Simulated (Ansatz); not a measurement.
SrAlO2F:
```
SrAlO2F
1.0
    3.77584     0.00000     0.00000
    0.00000     3.77584     0.00000
    0.00000     0.00000     3.81236
Sr Al O F
1 1 2 1
Cartesian
  1.88792   1.88792   1.90618
  0.00000   0.00000   0.00000
  1.88792   0.00000   0.00000
  0.00000   1.88792   0.00000
  0.00000   0.00000   1.90618
```

Plane-wave PAW PBEsol (Ansatz code) gives a gap of 3.53 eV without spin–orbit coupling, maximum at A, minimum at Γ.

Task: What happens when spin–orbit coupling is switched on?

Result: The gap hardly moves, to 3.53 eV; maximum at A, minimum at Γ.

Task: Give the electron effective mass with spin–orbit coupling.

Result: 0.42, 0.46, 0.46 mₑ (principal values).

Task: Give the hole effective mass with spin–orbit coupling.

Result: 0.64, 0.64, 8.5 mₑ (principal values).

Space group P4/mmm. The start of the workflow was typed in or built on a structure type; neither database checked (COD, Materials Project) lists it. Whether it is the stable phase at ambient conditions was not checked. The cell was relaxed with PBEsol under the symmetry of its start; whether a distortion lowers the energy is not shown.

Potentials: the earlier of the program's two PAW sets. The files were generated under PBE; for other functionals the program regenerates the frozen cores, and for LDA and PBEsol the local potential too.
